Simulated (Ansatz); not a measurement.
TiB2:
```
CELL_PARAMETERS angstrom
      0.00000     2.54802     2.54802
      2.54802     0.00000     2.54802
      2.54802     2.54802     0.00000
ATOMIC_POSITIONS crystal
  Ti 0.00000 0.00000 0.00000
  B  0.25000 0.25000 0.25000
  B  0.75000 0.75000 0.75000
```

This is the PBE-relaxed structure.

**Question.** All from PBE in the plane-wave PAW code Ansatz, unless another level is named. Predict the bulk modulus (Birch–Murnaghan fit).

**Answer.** 150 GPa.

**Question.** Give the highest zone-centre frequency.

**Answer.** 547 cm⁻¹.

Space group Fm-3m (fluorite). A made-up cell: these elements were put on the sites of a structure type; neither database checked (COD, Materials Project) lists it. It is not the phase usual at ambient conditions (space group No. 191). Symmetry was held in the PBE relaxation. At this level the phase is dynamically unstable (imaginary phonons). The run is not spin-polarised. As this level gives no gap, phonon frequencies hold no LO–TO term and depend on the k-mesh and smearing (Fermi–Dirac, 0.1 eV here).

Potentials: the later of the program's two PAW sets.
